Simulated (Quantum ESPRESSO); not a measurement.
## Ga3GeO5N (convergence and cost over cutoff and k mesh)

A calculation, not a measurement. The program is pw.x of Quantum ESPRESSO 7.5 (plane-wave density functional theory). The cell is made up: 10 atoms on a corundum lattice, with randomly drawn elements, strain and displacements, not relaxed. PseudoDojo standard norm-conserving files (v0.5 for PBE, v0.4.1 for LDA and PBEsol) set the functional; there is no spin polarisation, spin-orbit coupling or dispersion term, and the masses in the input are unused placeholders.

Input of the run in row 4:

```
&control calculation='scf', pseudo_dir='./dojo.nc.sr.pbe.v0_5.standard.upf', outdir='./o', disk_io='medium', tprnfor=.true., tstress=.true. /
&system ibrav=0, nat=10, ntyp=4, nbnd=50, ecutwfc=84.00895049, nosym=.true., tot_charge=0,
 occupations='smearing', smearing='fd', degauss=0.0018374661
/
&electrons conv_thr=7.350e-09, electron_maxstep=60, /
ATOMIC_SPECIES
Ga 1.0 Ga.upf
Ge 1.0 Ge.upf
N 1.0 N.upf
O 1.0 O.upf
CELL_PARAMETERS angstrom
2.5823 1.4909 4.6373
-2.5823 1.4909 4.6373
0.0 -2.9818 4.6373
ATOMIC_POSITIONS angstrom
Ga 0.0062 0.0514 4.9709
Ga 0.0282 0.0357 2.0161
Ga -0.095 0.1269 8.9538
Ge 0.0481 0.0427 11.8302
O -0.9675 1.5646 8.0681
O -0.8345 -1.5047 8.0442
O 1.8015 0.2225 8.0867
O 0.9495 -1.6686 5.7897
O 0.7666 1.7321 5.7673
N -1.7951 -0.2108 5.6756
K_POINTS automatic
5 5 5 1 1 1
```

The same cell was run at these settings. Meshes are shifted by half a step, and differences are from the last row, which is itself not exact.

| cutoff (eV) | k mesh | k points solved | threshold (eV) | free energy less the last row's (eV) | pressure (GPa) | largest stress difference (GPa) | largest force difference (eV/Å) | iterations | wall time (s) | k-point pools | processor |
| --- | --- | --- | --- | --- | --- | --- | --- | --- | --- | --- | --- |
| 800 | 2 x 2 x 2 | 4 | 1e-04 | 4.057 | -64.56 | 57.98 | 0.088 | 9 | 36 | 1 | AMD EPYC, Zen 5 class |
| 1143 | 2 x 2 x 2 | 4 | 1e-07 | 0.043 | -7.45 | 0.49 | 0.073 | 13 | 80 | 1 | AMD EPYC, Zen 5 class |
| 695 | 5 x 5 x 5 | 63 | 1e-07 | 22.105 | -232.64 | 225.48 | 0.154 | 13 | 496 | 1 | AMD EPYC, Zen 5 class |
| 1143 | 5 x 5 x 5 | 63 | 1e-07 | 0.003 | -7.50 | 0.03 | 0.002 | 13 | 910 | 1 | AMD EPYC, Zen 5 class |
| 1437 | 7 x 7 x 7 | 172 | 1e-07 | 0.000 | -7.47 | 0.00 | 0.000 | 13 | 590 | 4 | AMD EPYC, older |

Each pool is one process. Wall times include start-up and a band step at six k points, which weighs most on the coarsest meshes. The runs were on shared virtual cores whose load varied, so times are rough.